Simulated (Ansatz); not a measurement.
**Fe15Co (Pm-3m): electronic heat capacity from the density of states**

Level of theory: DFT r2SCAN, scalar-relativistic, plane waves, PAW (Ansatz 0.2.0).

Plane waves to 500 eV, a k mesh through Γ of 6×6×6 on the computed 16-atom cell and Gaussian smearing (0.10 eV); collinear spin from starting moments 3.14 3.12 3.12 3.12 3.04 3.04 3.04 3.12 3.12 3.12 3.12 3.12 3.12 3.12 3.12 2.13 μB.

Relaxed cell: Pm-3m, a = 5.725 Å, b = 5.725 Å, c = 5.725 Å, α = 90.00°, β = 90.00°, γ = 90.00°, 16 atoms in the primitive cell. Whether it is the stable form of this composition wasn't checked.

The density of states at the Fermi level is 11.592 states/eV in the cell of 16 atoms (1 formula unit; both spins, tetrahedra on a 9×9×9 mesh). The run ends with a moment of 41.85 μB a cell (largest on a site 2.85 μB), and the figure is for this state; a paramagnetic sample can have a quite different one. Another magnetic order, if the compound takes it, can change N(E_F) and the shape of the cell a good deal.

Problem. What Sommerfeld coefficient does this give?

Solution. Per formula unit N(E_F) = 11.592 states/eV. γ = (π²/3) k_B² N(E_F) N_A = 2.357 mJ/(mol K²) per state/eV, so γ = 27.3 mJ/(mol K²), a mole of formula units. This is the bare band result: a measured γ of the same phase and magnetic order is as a rule larger by a factor 1 + λ from phonons and spin fluctuations. N(E_F) at one energy is sensitive to the mesh where the density of states has sharp peaks.

The state reached may not be the lowest one. Only parallel moments were tried here.

Only this magnetic start was tried.

Cost: 1 run of about 4.5 core-minutes, on Intel Xeon 6975P-C (Granite Rapids) (shared hosts).